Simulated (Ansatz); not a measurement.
An Ansatz (an electronic-structure program) run. Input:

Ansatz 0.2 input:
```yaml
crystal:
  lattice:
    - [3.7748113312, 0.0, 0.0]
    - [-1.8874056656, 3.2690825073, 0.0]
    - [0.0, 0.0, 12.0627107733]
  atoms:
    - { symbol: La, position: [0.0, 0.0, 0.0] }
    - { symbol: La, position: [0.0, 0.0, 0.5] }
    - { symbol: La, position: [0.3333333333, 0.6666666667, 0.25] }
    - { symbol: La, position: [0.6666666667, 0.3333333333, 0.75] }
kpoints:
  mp_grid: { grid: [13, 13, 4] }
hamiltonian:
  xc: r2scan
  pseudopotentials: { azcp: { folder: ./paw }, kind: paw }
scf:
  occupations: { method: fermi_dirac, width: 0.1 }
phonons:
  method: dfpt
  response_accuracy: low
  eigenvectors: true
  rigid_motions: translations
```

Output (shortened):

```
Pseudopotential: La, paw, valence charge 11
Functional definition: r2SCAN
Crystal: 4 atoms, lattice volume = 148.856 Å³
Basis set: ecut = 500 eV, 3751 PW (Γ), exchange–correlation on 150×150×450 points (125 copies of the dense FFT grid, shifted against one another)
Bands: 27, of which v1, the nominal top of the filled ones, is band 22 counted from 1 (21 counted from 0)
Symmetry: 24 space group operations
k-points: 189 of 676 (irreducible under 2 space group operations, time reversal used)
iter 1 solved again at ethr=2.58e-3 eV; its pass at ethr=3.10e-3 eV (dr2=1.14e0 eV) is discarded
SCF iter   1: F=—  HF=-25059.756566 eV  |F-HF|=—  |Δ(HF+E_count)|=         —  Δρ=2.64e-2  dr2=1.15e0  dr2_τ=9.81e-3  ethr=2.58e-3  ⟨swp⟩=1.0  Hψ=67746  notcnv=0
automatic band count: the SCF goes on with 32 bands, as 27 were too few: they end inside the smearing window of the response
preconditioner: auto → Kerker (q_TF=auto, 2.227 Å⁻¹)
SCF iter   2: F=—  HF=-25059.715081 eV  |F-HF|=—  |Δ(HF+E_count)|=   4.15e-2  Δρ=1.46e-2  dr2=3.55e-1  dr2_τ=7.92e-3  ethr=2.58e-3  ⟨swp⟩=5.1  Hψ=13209  notcnv=0
SCF iter   3: F=—  HF=-25059.581912 eV  |F-HF|=—  |Δ(HF+E_count)|=   1.33e-1  Δρ=1.50e-3  dr2=4.57e-3  dr2_τ=8.24e-5  ethr=8.08e-4  ⟨swp⟩=7.7  Hψ=15416  notcnv=0  defer=22
SCF iter   4: F=—  HF=-25059.586099 eV  |F-HF|=—  |Δ(HF+E_count)|=   4.19e-3  Δρ=5.21e-4  dr2=4.91e-4  dr2_τ=5.59e-6  ethr=1.04e-5  ⟨swp⟩=3.5  Hψ=14486  notcnv=0  defer=5
SCF iter   5: F=—  HF=-25059.586393 eV  |F-HF|=—  |Δ(HF+E_count)|=   2.94e-4  Δρ=1.68e-4  dr2=6.31e-5  dr2_τ=9.10e-7  ethr=1.12e-6  ⟨swp⟩=2.9  Hψ=10968  notcnv=0
SCF iter   6: F=—  HF=-25059.586432 eV  |F-HF|=—  |Δ(HF+E_count)|=   3.83e-5  Δρ=4.82e-5  dr2=8.76e-6  dr2_τ=3.92e-7  ethr=1.43e-7  ⟨swp⟩=3.0  Hψ=11971  notcnv=0
SCF iter   7: F=—  HF=-25059.586432 eV  |F-HF|=—  |Δ(HF+E_count)|=   1.99e-7  Δρ=2.06e-5  dr2=1.52e-6  dr2_τ=3.04e-8  ethr=1.99e-8  ⟨swp⟩=3.0  Hψ=11148  notcnv=0
SCF iter   8: F=—  HF=-25059.586463 eV  |F-HF|=—  |Δ(HF+E_count)|=   3.13e-5  Δρ=7.89e-6  dr2=1.70e-7  dr2_τ=9.16e-10  ethr=3.46e-9  ⟨swp⟩=2.0  Hψ=7414  notcnv=0
SCF iter  12: F=-25059.586463 eV  HF=-25059.586463 eV  |F-HF|=7.28e-12  |Δ(HF+E_count)|=  4.00e-11  Δρ=1.72e-8  dr2=6.35e-13  dr2_τ=7.69e-15  ethr=1.00e-12  ⟨swp⟩=15.4  Hψ=42015  notcnv=0
SCF 1 converged in 12 iterations: F = -25059.586463 eV  dr2 = 6.35e-13
DFPT response loops at Γ: preconditioner auto → Kerker (q_TF=auto, 2.227 Å⁻¹) (partly filled bands, converged f_vac=0.000) …
SCF converged after 12 iterations
Free energy (F): -25059.586463 eV
Harris-Foulkes:  -25059.586463 eV  (|F-HF|=7.28e-12)
Internal energy: -25059.386309 eV  (E = F + TS)
E sigma→0 (E₀):  -25059.486386 eV
Entropy (-TS):   -0.200154 eV (-50.039 meV/atom)
Fermi energy:    11.052296 eV
--- Per-component energies (eV) ---
  E_band       = -208.105236
  E_kinetic    = 744.075398
  E_local      = -1271.933355  (includes V_loc(G=0)·N_el)
  E_nonlocal   = 341.497164
  E_hartree    = 430.066797
  E_xc         = -537.527883
  E_vxc        = -627.263824  (∫ρ·V_xc dr)
  E_paw        = -21751.447312  (= ΣΔE_a)
  E_vpaw       = -286.957410  (= ΣTr[D̂ρ^β])
  E_aug_tail   = -0.000002  (compensation charges beyond the density's cutoff)
  E_vtau       = 32.343217  (kinetic-family band-sum trace: ∫τ·v_τ [+ j·A + Jᵃ·Aᵃ] dr)
  E_ewald      = -3014.390007
  E_core_change = 0.272892  (= ΣΔE_core)
  E_smearing   = -0.200154  (= −TS)
  E_closure    = 0.000000  (closes the sum)
  Σ components = -25059.586463   (vs F -25059.586463, Δ=0.00e0)
  [band-id]    e_kinetic+e_local+e_nonlocal+2·e_hartree+e_vxc+e_vpaw+e_augmentation_tail+e_vtau = -208.105217   (vs E_band -208.105236, Δ=1.93e-5)
--- Band table (eV; the first three rows and the last of 189) ---
  k-point 0: bands = ["-22.9792", "-22.8678", "-22.8631", "-22.7476", "-6.9804", "-6.2809", "-6.2740", "-5.7164", "-5.7164", "-5.6231", "-5.6231", "-5.6128", "-5.6128", "-5.5167", "-5.5167", "-5.4785", "7.7405", "9.1388", "9.1431", "9.2261", "11.5913", …
  k-point 1: bands = ["-22.9707", "-22.9095", "-22.8208", "-22.7567", "-6.9295", "-6.5557", "-5.9853", "-5.7091", "-5.7091", "-5.6562", "-5.6562", "-5.5792", "-5.5792", "-5.5438", "-5.5245", "-5.5245", "7.8685", "8.7081", "9.2549", "9.3318", "11.7049", …
  k-point 2: bands = ["-22.9463", "-22.9463", "-22.7825", "-22.7825", "-6.7823", "-6.7823", "-5.7251", "-5.7251", "-5.6880", "-5.6880", "-5.6880", "-5.6880", "-5.5465", "-5.5465", "-5.5465", "-5.5465", "8.2230", "8.2230", "9.3186", "9.3186", "11.9800", …
  k-point 188: bands = ["-22.7765", "-22.7765", "-22.7080", "-22.7080", "-6.6530", "-6.6530", "-6.5930", "-6.5930", "-6.1940", "-6.1940", "-6.0298", "-6.0298", "-5.9436", "-5.9436", "-5.6993", "-5.6993", "10.0151", "10.0151", "10.1618", "10.1618", "10.8864", …
--- Phonons (Γ-DFPT): 4 representative perturbations + reference, on 189 of 676 k-points (Σ response iterations 28) ---
  ASR residual: 6.106e-4 → 0.000e0 eV/Å²; symmetrization residual: 8.234e-5 eV/Å²
  ASR residual per site (eV/Å²): 6.11e-4 6.11e-4 5.49e-4 5.49e-4
  Γ frequencies (cm⁻¹): 0.00 0.00 0.00 27.07 27.07 31.71 31.71 32.02 32.02 64.68 65.87 68.10
  non-analytic LO–TO correction: not included (Born effective charges unavailable; polar crystals: no LO–TO splitting at Γ)
```

Cost: roughly 18 core-minutes on shared cores.

Space group P6_3/mmc (dhcp (α-La type)). Symmetry was held in the r²SCAN relaxation. As this level gives no gap, phonon frequencies hold no LO–TO term and depend on the k-mesh and smearing (Fermi–Dirac, 0.1 eV here). Scalar-relativistic: spin–orbit coupling is off unless named, which matters more the heavier the elements.

Potentials: the earlier of the program's two PAW sets.

Ansatz is a plane-wave DFT program.
